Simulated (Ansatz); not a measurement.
W:
```yaml
crystal:
  lattice:
    - [0.00000, 3.69425, 3.69425]
    - [3.69425, 0.00000, 3.69425]
    - [3.69425, 3.69425, 0.00000]
  atoms:
    - { symbol: W, position: [0.75000, 0.75000, 0.75000] }
    - { symbol: W, position: [0.50000, 0.50000, 0.50000] }
    - { symbol: W, position: [0.12500, 0.62500, 0.12500] }
    - { symbol: W, position: [0.12500, 0.12500, 0.12500] }
    - { symbol: W, position: [0.62500, 0.12500, 0.12500] }
    - { symbol: W, position: [0.12500, 0.12500, 0.62500] }
```

Relaxed with PBE. Special points in fractions of this cell's reciprocal vectors: Γ (0.000, 0.000, 0.000); X (0.500, 0.000, 0.500); U (0.625, 0.250, 0.625); K (0.375, 0.375, 0.750); L (0.500, 0.500, 0.500); W (0.500, 0.250, 0.750).

### Question
List the band energies nearest the Fermi level at these points for PBE with spin–orbit coupling (plane waves, PAW; program Ansatz).

### Answer
In eV from the Fermi level; about four levels below and three above (degenerate sets whole), none deeper than 8.9 eV; points with the same levels are listed once.

```csv
k,below,above
Γ,-0.44 -0.44 -0.44 -0.44,0.19 0.19 0.67 0.67 0.67 0.67
X,-0.82 -0.82 -0.82 -0.82,0.36 0.36 0.36 0.36
U,-1.12 -1.12 -0.36 -0.36,0.08 0.08 0.51 0.51
L,-0.43 -0.43 -0.27 -0.27,0.36 0.36 0.77 0.77
W,-1.10 -1.10 -0.91 -0.91,0.25 0.25 0.78 0.78
```

Space group Fd-3m. The start of the workflow was typed in or built on a structure type; neither database checked (COD, Materials Project) lists it. It is not the phase usual at ambient conditions (space group No. 229). The PBE relaxation kept the symmetry of its start; its stability against distortions is not shown here. No spin polarisation was allowed.

Potentials: the earlier of the program's two PAW sets.
